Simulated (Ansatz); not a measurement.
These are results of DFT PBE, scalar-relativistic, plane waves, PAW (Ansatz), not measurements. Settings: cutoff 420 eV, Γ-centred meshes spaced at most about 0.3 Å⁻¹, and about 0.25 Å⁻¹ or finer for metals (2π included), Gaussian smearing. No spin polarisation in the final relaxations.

All energies are static (0 K, no zero-point motion). All come from trial cells, and lower structures may exist.

Question: Which of these relaxed structures of ScAl3F is the lowest in energy?
1.

```
Sc Al F
1.0
     4.40078    0.00000    0.00000
     0.00000    4.40078    0.00000
     0.00000    0.00000    4.40078
Sc Al F
1 3 1
Cartesian
  0.0000 0.0000 0.0000
  2.2004 0.0000 2.2004
  2.2004 2.2004 0.0000
  0.0000 2.2004 2.2004
  2.2004 2.2004 2.2004
```

2.

```
Sc Al F
1.0
     4.62002    0.00000    0.00000
    -2.31001    4.00106    0.00000
     0.00000    0.00000    8.22763
Sc Al F
1 3 1
Cartesian
  0.0000 0.0000 4.1138
  0.0000 0.0000 6.9152
  0.0000 0.0000 1.3124
  0.0000 2.6674 4.1138
  2.3100 1.3337 4.1138
```

3.

```
Sc Al F
1.0
     4.52610    0.00000    0.00000
     0.00000    4.52610    0.00000
     0.00000    0.00000    6.01575
Sc Al F
1 3 1
Direct
  0.50000 0.50000 0.41408
  0.50000 0.50000 0.93767
  0.50000 0.00000 0.71845
  0.00000 0.50000 0.71845
  0.00000 0.00000 0.73935
```

4.

```
Sc Al F
1.0
     5.83774    0.00000    0.00000
     0.00000    5.83774    0.00000
     0.00000    0.00000    8.41673
Sc Al F
2 6 2
Direct
  0.00000 0.00000 0.00000
  0.00000 0.00000 0.50000
  0.33627 0.33627 0.50000
  0.66373 0.66373 0.50000
  0.66373 0.33627 0.00000
  0.33627 0.66373 0.00000
  0.50000 0.50000 0.25000
  0.50000 0.50000 0.75000
  0.00000 0.00000 0.25000
  0.00000 0.00000 0.75000
```

Answer: 1. It has the antiperovskite type, space group Pm-3m (No. 221); the next, 4, with space group P4_2/mcm (No. 132), lies 218 meV/atom higher. Counting Al or Sc atoms around F (for each partner element, those within 1.25 times its shortest distance or 1.15 times the sum of covalent radii, where it is the nearest in units of that sum or under 1.3; the shortest distance is added where it is long for a bond), the lowest has F 6 from 2.2 Å and the next has F 2.

Cells relaxed within their symmetry can be saddle points. Some structure types and database cells were kept out of the candidates from the start, so a known form may be missing.
